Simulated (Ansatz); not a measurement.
Data:

BP:
```cif
data_B2P2
_chemical_formula_sum 'B2 P2'
_space_group_name_H-M_alt 'P63/mmc'
_space_group_IT_number 194
_space_group_name_Hall '-P 6c 2c'
_cell_length_a 3.18009
_cell_length_b 3.18009
_cell_length_c 7.87223
_cell_angle_alpha 90.000
_cell_angle_beta 90.000
_cell_angle_gamma 120.000
loop_
_atom_site_label
_atom_site_type_symbol
_atom_site_symmetry_multiplicity
_atom_site_Wyckoff_symbol
_atom_site_fract_x
_atom_site_fract_y
_atom_site_fract_z
_atom_site_occupancy
B1 B 2 c 0.33333 0.66667 0.25000 1
P1 P 2 d 0.66667 0.33333 0.25000 1
```

This is the LDA-relaxed structure.

Q: All from the program Ansatz at the LDA level (PAW), unless another level is named. Give the highest zone-centre frequency (without LO–TO term).

A: 976 cm⁻¹.

Q: What about the bulk modulus (Birch–Murnaghan fit)?

A: 10.6 GPa.

Space group P6_3/mmc. The start of the workflow was typed in or built on a structure type; neither database checked (COD, Materials Project) lists it. It is not the phase usual at ambient conditions (space group No. 216). The cell was relaxed with LDA under the symmetry of its start; phonons show weakly imaginary modes. A crystal of weakly bound layers computed without a dispersion correction: the cell and the soft elastic constants depend strongly on that.

Potentials: the later of the program's two PAW sets.
